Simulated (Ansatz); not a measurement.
# K₂LiAlH₆: do energies and stresses tell the same story?

Theory: DFT r2SCAN, scalar-relativistic, plane waves, PAW (Ansatz).

Settings: cutoff 500 eV, Γ-centred mesh 6×6×6 on the computed 10-atom cell, Gaussian smearing of 0.02 eV; no spin polarisation.

Relaxed cell: Fm-3m, a = 7.775 Å, b = 7.775 Å, c = 7.775 Å, α = 90.00°, β = 90.00°, γ = 90.00°, 10 atoms in the primitive cell. Whether it is the stable form of this composition wasn't checked.

Energies at zero smearing and pressures from the stress tensor, at volumes with shape and atoms relaxed:
```json
{"V (Å³/atom)": "11.047", "E − E(first) (meV/atom)": "0.00", "P (GPa)": "2.26"}
{"V (Å³/atom)": "11.399", "E − E(first) (meV/atom)": "-3.59", "P (GPa)": "1.04"}
{"V (Å³/atom)": "11.752", "E − E(first) (meV/atom)": "-4.71", "P (GPa)": "0.00"}
{"V (Å³/atom)": "12.104", "E − E(first) (meV/atom)": "-3.70", "P (GPa)": "-0.89"}
{"V (Å³/atom)": "12.457", "E − E(first) (meV/atom)": "-0.86", "P (GPa)": "-1.66"}
```

Problem. Check P = −dE/dV between neighbouring volumes, and get the bulk modulus from the pressures alone.

Solution. With 1 eV/Å³ = 160.2 GPa:
| middle V (Å³/atom) | −ΔE/ΔV (GPa) | mean P (GPa) |
| --- | --- | --- |
| 11.223 | 1.633 | 1.649 |
| 11.576 | 0.506 | 0.521 |
| 11.928 | -0.458 | -0.448 |
| 12.281 | -1.290 | -1.279 |

The two differ by 0.02 GPa at most. The mean of two end pressures misses the average over a step by about ΔV² P″/12, up to 0.01 GPa here; with that taken off 0.00 GPa remains. Around V = 11.752 Å³/atom, the two neighbours give B = −V ΔP/ΔV = 11.752 × 1.94 / 0.705 = 32.3 GPa, against B0 = 32.1 GPa from the Birch–Murnaghan fit of the energies.

Cost: 6 runs of about 3.7 core-minutes in all, on Arm Neoverse V1 (shared hosts).